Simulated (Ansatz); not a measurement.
A frame of Li6SiS2N2 from dynamics at 1800 K, with the forces (eV/Å) computed on a k mesh in the last three columns. The calculation used DFT PBE+D3(BJ), scalar-relativistic, plane waves, PAW in Ansatz 0.2.0.

Plane waves to 420 eV, a k mesh through Γ of 3×4×3 on the computed 22-atom cell and Fermi–Dirac smearing (0.16 eV); no spin polarisation.

```xyz
22
Lattice="7.058 0.230 -0.013 0.230 6.823 -0.207 -0.013 -0.207 7.075" Properties=species:S:1:pos:R:3:forces:R:3 pbc="T T T"
Si    2.855    5.366    4.853    0.730    0.210   -0.170
Si    7.131    4.841    0.467    1.050    2.850   -0.460
S     6.662    2.758    0.277   -0.120   -1.980    0.100
S     5.836    5.985    2.016    0.910    0.070   -0.930
S     6.072    5.560    5.823   -0.470   -1.500    0.730
S     1.911    3.298    3.378   -0.380   -1.150    0.840
Li    5.131    2.850    5.437    0.870    1.010    1.240
Li    1.568    2.605    5.620   -0.460    0.160    0.070
Li    4.219    0.538    0.146    0.190   -0.900    0.040
Li    0.207    1.612    3.421    0.760   -0.240    0.090
Li    5.339    1.903    2.075   -0.460   -0.760   -0.340
Li    3.785    4.227    0.244   -0.530    0.220    0.370
Li    0.570    5.004    4.260   -0.600    0.290    0.230
Li    3.700    2.271    4.093   -0.510   -0.960   -0.970
Li    5.939    0.652    5.185   -0.320    1.330   -0.790
Li    0.948    0.023    0.364   -0.430    0.980   -0.350
Li    5.586    4.155    2.977   -0.370   -1.530    1.280
Li    1.477    5.114    2.435    1.050    1.630   -1.020
N     2.089    6.455    3.899   -0.790    0.300    0.700
N     5.489    2.118    3.906    0.560    0.360   -0.890
N     5.010    2.134    0.098    0.650    2.200    0.060
N     1.743    5.190    0.453   -1.340   -2.570    0.170
```

Static pressure -0.3 GPa (no kinetic part), a gap on the mesh of 0.94 eV.

Counting as bonded all pairs within 1.2 times the summed covalent radii, but none from a metal cation to another cation:

| atom → neighbour | mean count | mean length (Å) | spread (Å) |
| --- | --- | --- | --- |
| Li → N | 1.17 | 1.97 | 0.17 |
| Li → S | 1.08 | 2.36 | 0.21 |
| N → Li | 3.50 | 1.97 | 0.17 |
| N → S | 0.25 | 1.77 | 0.00 |
| N → Si | 0.50 | 1.70 | 0.07 |
| S → Li | 3.25 | 2.36 | 0.21 |
| S → N | 0.25 | 1.77 | 0.00 |
| S → Si | 0.75 | 2.23 | 0.07 |
| Si → N | 1.00 | 1.70 | 0.07 |
| Si → S | 1.50 | 2.23 | 0.07 |

Angles between all pairs of such bonds at an atom (mean ± spread): 118 ± 32° at Li, 103 ± 29° at N, 103 ± 30° at S, 109 ± 9° at Si.

An odd mesh misses points on the zone edge, so a gap read on it can be too wide.

Cost: 1 run of about 1.3 core-minutes, on Arm Neoverse V2 (shared hosts).